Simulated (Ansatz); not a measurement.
A geometry of Ga2O3 away from equilibrium: step 3 of the relaxation of a generated trial cell of Ga2O3 in the AFLOW prototype A2B3_tP10_127_g_ah (D5_a). The numbers are results of r2SCAN (plane waves to 500 eV, PAW, scalar-relativistic; Ansatz, an electronic-structure program), not measurements. Γ-centred k-mesh 6×6×11 on the run's cell, Fermi–Dirac smearing 0.05 eV. The plane waves were selected for a different cell earlier on the path.

```yaml
crystal:
  lattice:
    - [5.52903, 0.00000, 0.00000]
    - [0.00000, 5.52903, 0.00000]
    - [0.00000, 0.00000, 2.89407]
  atoms:
    - { symbol: O, position: [0.00000, 0.00000, 0.00000] }
    - { symbol: O, position: [0.50000, 0.50000, 0.00000] }
    - { symbol: O, position: [0.14172, 0.64172, 0.50000] }
    - { symbol: O, position: [0.64172, 0.85828, 0.50000] }
    - { symbol: O, position: [0.35828, 0.14172, 0.50000] }
    - { symbol: O, position: [0.85828, 0.35828, 0.50000] }
    - { symbol: Ga, position: [0.34534, 0.84534, 0.00000] }
    - { symbol: Ga, position: [0.84534, 0.65466, 0.00000] }
    - { symbol: Ga, position: [0.15466, 0.34534, 0.00000] }
    - { symbol: Ga, position: [0.65466, 0.15466, 0.00000] }
```

Question: What forces act on the atoms (eV/Å)?

Answer: 
| atom | Fx | Fy | Fz |
|---|---|---|---|
| O1 | 0.00 | 0.00 | 0.00 |
| O2 | 0.00 | 0.00 | 0.00 |
| O3 | 0.51 | 0.51 | 0.00 |
| O4 | 0.51 | -0.51 | 0.00 |
| O5 | -0.51 | 0.51 | 0.00 |
| O6 | -0.51 | -0.51 | 0.00 |
| Ga7 | -2.25 | -2.25 | 0.00 |
| Ga8 | -2.25 | 2.25 | 0.00 |
| Ga9 | 2.25 | -2.25 | 0.00 |
| Ga10 | 2.25 | 2.25 | 0.00 |

The path ends in P4/mbm (No. 127). No spin polarisation in the result.

The run could not lose the symmetry of its start, so the end can be a saddle point.

The end of the path is a generated cell of Ga2O3: the first start was made by placing the elements on the sites of a structure type, and the end was not matched to a known phase here, so it may be hypothetical. Known forms of Ga2O3 include space group No. 12, 167.
